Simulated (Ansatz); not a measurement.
According to DFT-LDA in the program Ansatz with PAW potentials, Tc in the hcp (Mg type) structure (P6_3/mmc) relaxes to a = 2.710 Å, c = 4.332 Å. Tc has 12 nearest neighbours from 2.67 Å (anticuboctahedral).

Electronic character: metallic (no gap).

The LDA relaxation kept the symmetry of its start. No spin polarisation was allowed. Axis ratios of metals converge slowly with the k-mesh, so a and c are less sure than the volume. Scalar-relativistic: spin–orbit coupling is off unless named, which matters more the heavier the elements.

Potentials: the later of the program's two PAW sets.
